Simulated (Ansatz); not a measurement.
SiO2 (alpha-quartz type, space group P3_121)

```
CELL_PARAMETERS angstrom
      5.02210     0.00000     0.00000
     -2.51105     4.34927     0.00000
      0.00000     0.00000     5.51028
ATOMIC_POSITIONS crystal
  Si 0.47672 0.00000 0.33333
  Si 0.00000 0.47672 0.66667
  Si 0.52328 0.52328 0.00000
  O  0.41453 0.25539 0.20512
  O  0.74461 0.15915 0.53845
  O  0.84085 0.58547 0.87179
  O  0.15915 0.74461 0.46155
  O  0.25539 0.41453 0.79488
  O  0.58547 0.84085 0.12821
```

Computed with PBE (plane waves to 420 eV, PAW, scalar-relativistic; Ansatz, a quantum-chemistry and plane-wave program). Harmonic phonons by density-functional perturbation theory on a 6×6×6 k mesh, in cm⁻¹; i marks imaginary ones, q is in fractions of the reciprocal vectors of the cell shown, and the three acoustic modes at Γ are left out. The non-analytic (LO-TO) term is not included, so polar modes at Γ have their transverse values. SiO2 was relaxed with its symmetry unable to fall.

Question: Does any mode at Γ come out imaginary?

Answer: No imaginary mode at these points (lowest 114 cm⁻¹ at Γ); other wave vectors were not tested.

Question: List the wavenumbers at Γ, with degeneracies.

Answer: 
```csv
q,wavenumbers (cm⁻¹)
Γ,"114 (×2), 160, 245 (×2), 339, 350, 373 (×2), 414 (×2), 431, 453, 660 (×2), 747, 758 (×2), 1029 (×2), 1035, 1047, 1130 (×2)"
```
